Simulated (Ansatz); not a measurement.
AgPd:
```yaml
crystal:
  lattice:
    - [1.37964, 0.79654, 4.53937]
    - [-1.37964, 0.79654, 4.53937]
    - [0.00000, -1.59307, 4.53937]
  atoms:
    - { symbol: Ag, position: [0.00000, 0.00000, 0.00000] }
    - { symbol: Pd, position: [0.50000, 0.50000, 0.50000] }
```

This is the LDA-relaxed structure.

Problem. All from LDA in the plane-wave PAW code Ansatz, unless another level is named. Give the density of states at the Fermi level.

Solution. 0.48 states/eV per atom (mean over ±0.08 eV).

Problem. What about the formation energy from the elements (no fitted shifts)?

Solution. -0.062 eV/atom.

Space group R-3m. The first step of the workflow began from a Materials Project structure, measured or hypothetical; the Crystallography Open Database copy checked does not list it. With Ag and Pd taken as one species the cell has the higher symmetry Fm-3m, so it may be an ordered model of a mixed-site phase. Whether it is the stable phase at ambient conditions was not checked. The LDA relaxation kept the symmetry of its start; whether a distortion lowers the energy is not shown. The run is not spin-polarised. The references are the lowest solids computed at this level, not always the standard phases. Spin–orbit coupling is left out wherever it is not named.

Potentials: the later of the program's two PAW sets.
